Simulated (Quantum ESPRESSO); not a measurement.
Ta3Mo2TiCuGa, input and log of a self-consistent run

Computed values, not a measurement. The program is pw.x of Quantum ESPRESSO 7.5 (plane-wave density functional theory). The cell is made up: eight metal atoms on a hexagonal close-packed lattice, with elements, volume, strain and displacements drawn at random and not relaxed, so it may be unstable or far from any real phase. PseudoDojo standard norm-conserving files set the functional (PBE unless stated); there is no spin polarisation or spin-orbit coupling, the Fermi-Dirac width of 0.25 eV means electrons at about 2900 K, and the masses in the input are unused placeholders. The copper pseudopotential is less sure than most, with forces differing by about three percent and pressure by about two GPa from a second method on plain copper. Heavy elements are run without spin-orbit coupling, which real alloys of them have. A spin test at this wide smearing found no moment, but such smearing suppresses magnetism that the real alloy may have.

Input:

```
&control calculation='scf', pseudo_dir='./dojo.nc.sr.pbe.v0_5.standard.upf', outdir='./o', disk_io='minimal', tprnfor=.true., tstress=.true. /
&system ibrav=0, nat=8, ntyp=5, nbnd=72, ecutwfc=92.02030273, nosym=.true., tot_charge=0,
 occupations='smearing', smearing='fd', degauss=0.0183746611
/
&electrons conv_thr=1.470e-08, electron_maxstep=70, mixing_beta=0.5 /
ATOMIC_SPECIES
Cu 1.0 Cu.upf
Ga 1.0 Ga.upf
Mo 1.0 Mo.upf
Ta 1.0 Ta.upf
Ti 1.0 Ti.upf
CELL_PARAMETERS angstrom
-0.0175 5.1473 0.0113
2.8812 0.0002 4.6533
2.9973 -0.0204 -4.7268
ATOMIC_POSITIONS angstrom
Ta -0.1301 -0.0602 -0.0436
Mo 2.9935 0.0523 -0.0112
Ti 3.0196 1.4442 -2.4404
Ta 2.955 1.7172 2.4016
Ta 1.5606 2.6328 -0.1535
Cu 4.4174 2.6882 -0.1042
Ga 1.4543 4.1733 -2.3868
Mo 1.5634 4.2975 2.2844
K_POINTS automatic
5 5 5 1 1 1
```

The log is shortened where brackets say so; the opening notice, blank lines, dates and the lines on written files are dropped, and the path of the files is cut. It prints rydbergs, bohrs and kilobars, and counts compression as positive stress. Its total energy is the free energy E - TS of the whole cell.

```
     Program PWSCF v.7.5
     Parallel version (MPI & OpenMP), running on       4 processor cores
     Number of MPI processes:                 4
     Threads/MPI process:                     1
     [start-up lines left out]
     bravais-lattice index     =            0
     lattice parameter (alat)  =       9.7271  a.u.
     unit-cell volume          =     957.5154 (a.u.)^3
     number of atoms/cell      =            8
     number of atomic types    =            5
     number of electrons       =       111.00
     number of Kohn-Sham states=           72
     kinetic-energy cutoff     =      92.0203  Ry
     charge density cutoff     =     368.0812  Ry
     scf convergence threshold =      1.5E-08
     mixing beta               =       0.5000
     number of iterations used =            8  plain     mixing
     Exchange-correlation= PBE
                           (   1   4   3   4   0   0   0)
     [axes and pseudopotential details left out]
   Cartesian axes
     site n.     atom                  positions (alat units)
         1        Ta     tau(   1) = (  -0.0252752  -0.0116954  -0.0084704  )
         2        Mo     tau(   2) = (   0.5815623   0.0101606  -0.0021759  )
         3        Ti     tau(   3) = (   0.5866329   0.2805720  -0.4741088  )
         4        Ta     tau(   4) = (   0.5740827   0.3336091   0.4665709  )
         5        Ta     tau(   5) = (   0.3031856   0.5114873  -0.0298212  )
         6        Cu     tau(   6) = (   0.8581905   0.5222501  -0.0202435  )
         7        Ga     tau(   7) = (   0.2825342   0.8107679  -0.4636956  )
         8        Mo     tau(   8) = (   0.3037296   0.8348969   0.4438019  )
     number of k points=    63  Fermi-Dirac smearing, width (Ry)=  0.0184
                       cart. coord. in units 2pi/alat
        k(    1) = (   0.1754944   0.1005932   0.0019512), wk =   0.0320000
        k(    2) = (   0.3492762   0.1014202  -0.1056499), wk =   0.0320000
     [further k points left out]
     Dense  grid:   114213 G-vectors     FFT dimensions: (  60,  64,  72)
     Estimated max dynamical RAM per process >     469.85 MB
     Estimated total dynamical RAM >       1.75 GB
     Initial potential from superposition of free atoms
     starting charge     110.9898, renormalised to     111.0000
     Starting wfcs are   79 randomized atomic wfcs
     total cpu time spent up to now is        7.7 secs
     per-process dynamical memory:   378.8 Mb
     Self-consistent Calculation
     iteration #  1     ecut=    92.02 Ry     beta= 0.50
     Davidson diagonalization with overlap
     ethr =  1.00E-02,  avg # of iterations =  2.2
     total cpu time spent up to now is       26.2 secs
     total energy              =   -1314.23424187 Ry
     estimated scf accuracy    <      12.43145948 Ry
     iteration #  2     ecut=    92.02 Ry     beta= 0.50
     Davidson diagonalization with overlap
     ethr =  1.00E-02,  avg # of iterations =  3.0
     total cpu time spent up to now is       46.1 secs
     total energy              =   -1320.53504539 Ry
     estimated scf accuracy    <      35.12836480 Ry
     iteration #  3     ecut=    92.02 Ry     beta= 0.50
     Davidson diagonalization with overlap
     ethr =  1.00E-02,  avg # of iterations =  2.0
     total cpu time spent up to now is       63.3 secs
     total energy              =   -1322.75363574 Ry
     estimated scf accuracy    <      10.24701471 Ry
     iteration #  4     ecut=    92.02 Ry     beta= 0.50
     Davidson diagonalization with overlap
     ethr =  9.23E-03,  avg # of iterations =  1.0
     total cpu time spent up to now is       77.8 secs
     total energy              =   -1322.68484680 Ry
     estimated scf accuracy    <       3.43041210 Ry
     iteration #  5     ecut=    92.02 Ry     beta= 0.50
     Davidson diagonalization with overlap
     ethr =  3.09E-03,  avg # of iterations =  4.0
     total cpu time spent up to now is       94.5 secs
     total energy              =   -1322.68777562 Ry
     estimated scf accuracy    <       1.52949558 Ry
     [iterations 6 to 15 left out]
     iteration # 16     ecut=    92.02 Ry     beta= 0.50
     Davidson diagonalization with overlap
     ethr =  3.89E-08,  avg # of iterations =  1.0
     total cpu time spent up to now is      280.7 secs
     total energy              =   -1322.54693307 Ry
     estimated scf accuracy    <       0.00000085 Ry
     iteration # 17     ecut=    92.02 Ry     beta= 0.50
     Davidson diagonalization with overlap
     ethr =  7.62E-10,  avg # of iterations =  5.7
     total cpu time spent up to now is      300.5 secs
     total energy              =   -1322.54693319 Ry
     estimated scf accuracy    <       0.00000198 Ry
     iteration # 18     ecut=    92.02 Ry     beta= 0.50
     Davidson diagonalization with overlap
     ethr =  7.62E-10,  avg # of iterations =  2.0
     total cpu time spent up to now is      315.7 secs
     total energy              =   -1322.54693334 Ry
     estimated scf accuracy    <       0.00000010 Ry
     iteration # 19     ecut=    92.02 Ry     beta= 0.50
     Davidson diagonalization with overlap
     ethr =  9.18E-11,  avg # of iterations =  2.1
     total cpu time spent up to now is      331.2 secs
     total energy              =   -1322.54693335 Ry
     estimated scf accuracy    <       0.00000003 Ry
     iteration # 20     ecut=    92.02 Ry     beta= 0.50
     Davidson diagonalization with overlap
     ethr =  2.80E-11,  avg # of iterations =  2.3
     total cpu time spent up to now is      346.7 secs
     End of self-consistent calculation
     [lines on levels left out]
!    total energy              =   -1322.54693335 Ry
     estimated scf accuracy    <       0.00000001 Ry
     smearing contrib. (-TS)   =      -0.12907709 Ry
     internal energy E=F+TS    =   -1322.41785626 Ry
     The total energy is F=E-TS. E is the sum of the following terms:
     one-electron contribution =    -476.97650758 Ry
     hartree contribution      =     296.83810484 Ry
     xc contribution           =    -235.56730690 Ry
     ewald contribution        =    -906.71214662 Ry
     convergence has been achieved in  20 iterations
     Forces acting on atoms (cartesian axes, Ry/au):
     atom    1 type  4   force =     0.01729327    0.00115907   -0.00583110
     atom    2 type  3   force =    -0.02469414    0.01517353   -0.00024392
     atom    3 type  5   force =     0.01229345    0.02617133    0.01019526
     atom    4 type  4   force =    -0.01242823    0.00803658   -0.05034733
     atom    5 type  4   force =     0.00825948   -0.02000801    0.04328202
     atom    6 type  1   force =    -0.00002541   -0.02943657    0.00069274
     atom    7 type  2   force =     0.02681651    0.01735607   -0.01184465
     atom    8 type  3   force =    -0.02751492   -0.01845200    0.01409700
     Total force =     0.102636     Total SCF correction =     0.000366
     Computing stress (Cartesian axis) and pressure
          total   stress  (Ry/bohr**3)                   (kbar)     P=      -83.21
  -0.00071729   0.00015977  -0.00002759         -105.52       23.50       -4.06
   0.00015977  -0.00066548  -0.00007540           23.50      -97.90      -11.09
  -0.00002759  -0.00007540  -0.00031420           -4.06      -11.09      -46.22
     init_run     :      7.26s CPU      7.53s WALL (       1 calls)
     electrons    :    331.36s CPU    339.06s WALL (       1 calls)
     forces       :      2.79s CPU      2.80s WALL (       1 calls)
     stress       :      9.51s CPU      9.73s WALL (       1 calls)
     [timing details left out]
     PWSCF        :   5m51.12s CPU   5m59.35s WALL
     JOB DONE.
```

In other units: free energy -17994.168 eV for the cell, pressure -8.32 GPa, largest force component 1.294 eV/Å in size. The run took 361 s of wall time with four MPI processes on a shared machine (Intel Xeon, 2023 or later, virtual cores), so the time is rough. A rerun of this cell at a higher cutoff and on a denser mesh moved values by no more than 0.003 eV in energy, 0.02 GPa in stress and 0.003 eV/Å in force, and a second program with other atomic files agreed on that cell to 2 % rms in force and 0.5 GPa in pressure.